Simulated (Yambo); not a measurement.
Yambo run on NaI (rock salt, space group Fm-3m, No. 225). The wavefunctions are PBEsol (pw.x of Quantum ESPRESSO, ONCV potentials, without SOC) ones on a 4×4×4 mesh (8 occupied bands); a = b = c = 4.526 Å, α = β = γ = 60.00°.

Yambo input:

```
rim_cut
gw0
dyson
el_el_corr
HF_and_locXC
ppa
em1d
RandQpts= 1000000
RandGvec= 1 Ry
EXXRLvcs= 88 Ry
VXCRLvcs= 352 Ry
Chimod= "HARTREE"
% BndsRnXp
 2 | 146 |
%
NGsBlkXp= 10 Ry
% LongDrXp
 1.0 | 1.0 | 1.0 |
%
PPAPntXp= 27.2114 eV
% GbndRnge
 1 | 146 |
%
GTermKind= "none"
DysSolver= "n"
ExtendOut
% QPkrange
 1 | 1 | 8 | 9 |
%
```

k points by index: 1 = Γ.

Table of the .qp output:

```
#    K-point    Band    Eo [eV]    E [eV]    E-Eo [eV]    Vxc [eV]    Vnlxc [eV]    Sc|Eo [eV]    Sc|E [eV]    dSc/dw|Eo [eV]    Re(Z)    Im(Z)
#
    1    8    0.000000    -1.472721    -1.472721    -11.32313    -14.29970    1.153696    1.503855    -6.469342    0.807919    -0.001473
    1    9    3.592847    4.206635    0.613788    -7.615742    -3.777252    -3.110538    -3.224702    -5.060231    0.843197    -0.001280
```
(The two width columns are left out.) Convergence of these settings isn't established.

Geometry relaxed with PBEsol.
